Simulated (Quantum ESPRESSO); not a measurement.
## Band energies of TlBr

```xyz
2
Lattice="3.9999 0.0000 0.0000 0.0000 3.9999 0.0000 0.0000 0.0000 3.9999" Properties=species:S:1:pos:R:3 pbc="T T T"
Br     2.0000     2.0000     2.0000
Tl     0.0000     0.0000     0.0000
```

PBEsol (Quantum ESPRESSO, PseudoDojo norm-conserving, 62 Ry, no spin-orbit coupling); path ΓXMΓRX,MR; energies in eV from the valence-band maximum.

```
k (1/Å)  point  band 6  band 7  band 8  band 9  band 10  band 11  band 12  band 13
-------  -----  ------  ------  ------  ------  -------  -------  -------  -------
0.00         Γ   -9.85   -4.67   -1.24   -1.24    -1.24     6.92     7.12     7.12
0.34             -9.85   -5.00   -1.06   -1.06    -1.00     4.46     6.57     6.57
0.67             -9.84   -5.46   -0.78   -0.78    -0.16     2.05     5.78     5.78
0.79         X   -9.84   -5.50   -0.75   -0.75     0.00     1.78     5.71     5.71
1.01             -9.85   -5.32   -1.35   -0.73    -0.39     2.45     5.36     5.92
1.35             -9.82   -4.43   -2.58   -1.99    -0.68     4.17     4.86     6.85
1.57         M   -9.80   -3.76   -2.87   -2.87    -0.66     4.79     4.79     7.30
1.68             -9.80   -4.01   -2.83   -2.53    -0.66     4.60     4.82     7.17
2.02             -9.88   -4.87   -2.36   -0.78    -0.66     3.47     5.16     6.46
2.35             -9.86   -4.91   -1.63   -1.07    -0.62     4.84     5.85     6.67
2.68         Γ   -9.85   -4.67   -1.24   -1.24    -1.24     6.92     7.12     7.12
2.97             -9.86   -4.86   -1.40   -1.40    -0.62     5.51     6.04     6.04
3.26             -9.86   -4.85   -1.70   -1.70    -0.29     4.63     4.86     4.86
3.56             -9.86   -4.19   -1.89   -1.89    -1.26     3.42     3.42     4.79
3.85             -9.81   -3.06   -1.92   -1.88    -1.88     2.34     2.34     2.85
4.04         R   -9.79   -2.78   -1.86   -1.86    -1.86     2.10     2.10     2.10
4.14             -9.80   -2.85   -1.91   -1.89    -1.84     2.15     2.21     2.31
4.45             -9.82   -3.85   -2.09   -1.74    -1.59     2.82     3.27     4.49
4.75             -9.86   -4.94   -1.74   -1.13    -0.91     3.29     4.16     6.41
5.05             -9.84   -5.46   -0.87   -0.78    -0.08     1.94     5.56     5.81
5.15         X   -9.84   -5.50   -0.75   -0.75     0.00     1.78     5.71     5.71
5.15         M   -9.80   -3.76   -2.87   -2.87    -0.66     4.79     4.79     7.30
5.25             -9.80   -3.73   -2.84   -2.84    -0.72     4.67     4.67     6.83
5.55             -9.80   -3.36   -2.44   -2.44    -1.32     3.37     3.37     4.06
5.94         R   -9.79   -2.78   -1.86   -1.86    -1.86     2.10     2.10     2.10
```

The PBEsol gap is direct, 1.78 eV at X.

Spin-orbit coupling is left out; with 6p states at a band edge it can lower the gap by many tenths of an eV, most of a small gap.

Geometry of the Materials Project entry, not relaxed at this level.
